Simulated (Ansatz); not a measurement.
CdS (zinc blende), conventional cell a = b = c = 5.927 Å, α = β = γ = 90.00°. The calculation uses the primitive cell of 2 atoms, to which meshes and values per cell refer.

Equation-of-state scan: isotropic scaling of the cell above, V₀ being its volume. Symmetry pins the atoms to their sites.

Calculation: PBE (plane waves to 420 eV, PAW, scalar-relativistic; Ansatz, an electronic-structure program). k mesh 10×10×10 (Γ-centred), Fermi-Dirac smearing 0.05 eV. E stands for the smeared free energy. CdS was relaxed with its symmetry unable to fall. The PAW data are Ansatz's earlier set. The zero of ΔE is the relaxed starting cell.

```
V (Å³/atom)  ΔE (eV/atom)
-----------  ------------
24.466             0.0176
24.778             0.0110
25.091                ___
25.403                ___
25.715             0.0006
26.028             0.0000
26.340             0.0006
26.652             0.0024
26.965                ___
27.277             0.0091
27.589                ___
```

**Question.** Fill in the missing entries.

**Answer.** 
- 25.091, ΔE (eV/atom): 0.0060
- 25.403, ΔE (eV/atom): 0.0026
- 26.965, ΔE (eV/atom): 0.0052
- 27.589, ΔE (eV/atom): 0.0140

(A scan under strain: stresses follow from slopes of the energy per volume, elastic moduli from its curvatures.)
